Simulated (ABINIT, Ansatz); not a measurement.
This is a calculation of BiS for ABINIT 10.8.3 (patched build). 

The input run.abi:

```
pp_dirpath "./"
pseudos "Bi.GGA_PBE-JTH.xml, S.GGA_PBE-JTH.xml"

structure "poscar:POSCAR"
natom 2

ecut 22.0
pawecutdg 44.0
pawxcdev 0

kptopt 1
ngkpt 8 8 8
nshiftk 1
shiftk 0.0 0.0 0.0

ixc 11

nband 15
occopt 3
tsmear 0.05 eV

nstep 100
tolvrs 1.0e-9

iomode 3
prtwf 0
prteig 0
prtebands 0
prtden 1
prtvha 1
prtvclmb 1
prtpot 1
```

The input POSCAR:

```
BiS
1.0
    2.1092708700      1.2177881000      3.5004874800
   -2.1092708700      1.2177881000      3.5004874800
    0.0000000000     -2.4355762100      3.5004874800
Bi S
1 1
Direct
    0.0000000000      0.0000000000      0.0000000000  Bi
    0.5000000000      0.5000000000      0.5000000000  S
```

Potentials or basis: JTH PAW PBE v2.0.

Run with:

```bash
$ abinit run.abi > log 2>&1
```

Task: Translate it to Ansatz 0.2.0. Potentials or basis there: Ansatz PAW, cutoff 420 eV.

Result: As run (cutoffs and basis follow the program's own potentials, and thresholds, step limits or extra output files can differ):

input.yaml

```yaml
crystal:
  lattice:
    - [2.10927087, 1.2177881, 3.50048748]
    - [-2.10927087, 1.2177881, 3.50048748]
    - [0.0, -2.43557621, 3.50048748]
  atoms:
    - { symbol: Bi, position: [0.0, 0.0, 0.0] }
    - { symbol: S, position: [0.5, 0.5, 0.5] }
hamiltonian:
  xc: pbe
  pseudopotentials: { kind: paw }
kpoints:
  mp_grid: { grid: [8, 8, 8] }
scf:
  occupations: { method: fermi_dirac, width: 0.05 }
output:
  forces: true
  stress: true
  eigenvalues: true
  write_density: true
  write_potential: true
  elf: true
  volumetric_format: npy
```

Potentials or basis: Ansatz PAW.

Run with:

```sh
$ ansatz run input.yaml --threads 1 --pin off --max-ram 3584MiB --backend cpu --events-out ev --progress --plain --runs-dir out
```

Both were run:

|  | ABINIT | Ansatz |
| --- | --- | --- |
| Pressure | -1.4 GPa | -1.3 GPa |

Ansatz's pressure holds a Pulay term of +0.02 GPa for its cutoff of 420 eV, which the other run lacks.

Where Ansatz's input types no cutoff or centring, it takes its own default and a Γ-centred mesh.

Pressure is positive in compression.
